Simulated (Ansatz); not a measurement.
## ScGa: enthalpy against pressure

ScGa, Cmcm, a = 4.047 Å, b = 10.169 Å, c = 3.870 Å. The structure is a COD entry; whether it is the stable form wasn't checked. Ansatz: r2SCAN, PAW, 500 eV, Γ-centred 12×12×12 mesh on 4 atoms, Gaussian smearing 0.10 eV; no spin polarisation. Cell and atoms are relaxed at each pressure, and no other structure is tried, so the rows at high pressure may lie past a change of phase. y is the enthalpy over the state at zero pressure; there V0 = 19.913 Å³/atom. The pressures are the targets, met within 0.02 GPa.

```tsv
P (GPa)	y (eV/atom)
-1.0	-0.1250
0.0	0.0000
1.0	0.1235
4.0	0.4859
12.0	1.3958
25.0	?
50.0	5.0630
```

Task: Fit y = c1 P + c2 P² + c3 P³ to the other rows, say what c1 and c2 mean, and predict the missing value.

Result: Least squares on the rows shown. y = 0.12430 P − 0.00072946 P² + 5.3745×10⁻⁶ P³. Since dH/dP = V, c1 is V0: 0.12430 eV/GPa × 160.2 = 19.913 Å³ against 19.913; c2 = −V0/(2B0) gives B0 = 85 GPa, where a Birch–Murnaghan fit to the volumes of the same runs (not shown) gives 82 GPa. Above P = −c2/(3 c3) = 45 GPa the cubic's slope, the volume, would rise with pressure, so the form fails there. At P = 25.0 the fit asked for gives 2.7356 eV/atom. The run gave 2.7419 eV/atom, so the fit is 0.0063 eV/atom too low, 0.12 % of the span of the series, against an rms of 0.00009 eV/atom on the fitted rows. With a term in P⁴ added, a fit to the same known rows predicts 2.7316 eV/atom, further off still. Also, this row ran on the mesh 14×14×12, its neighbour on 12×12×12, which can shift it a little.

The mesh isn't the same in all rows (12×12×12, 14×14×12).